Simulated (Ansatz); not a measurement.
Given:

SiSn:
Space group P-6m2 (No. 187); a = b = 3.869 Å, c = 3.565 Å, α = β = 90.00°, γ = 120.00°

```csv
atom,site,symmetry,x,y,z
Sn,1a,-6m2,0.0000,0.0000,0.0000
Si,1f,-6m2,0.6667,0.3333,0.5000
```

This is the PBE-relaxed structure.

Problem. All from plane-wave PAW PBE (Ansatz code), unless another level is named. Give the electronic character.

Solution. metallic (no gap).

Problem. Predict the density of states at the Fermi level.

Solution. 0.51 states/eV per atom (mean over ±0.08 eV).

Problem. Predict the formation energy from the elements (no fitted shifts).

Solution. 0.42 eV/atom.

Problem. And the gap with spin–orbit coupling?

Solution. none (metallic).

A made-up cell: these elements were put on the sites of a structure type; neither database checked (COD, Materials Project) lists it. Its standing as an ambient phase is unchecked. The cell keeps a stress of up to 0.3 GPa. The PBE relaxation kept the symmetry of its start; whether a distortion lowers the energy is not shown. The references are the lowest solids computed at this level, not always the standard phases. Scalar-relativistic: spin–orbit coupling is off unless named, which matters more the heavier the elements.

Potentials: the earlier of the program's two PAW sets.
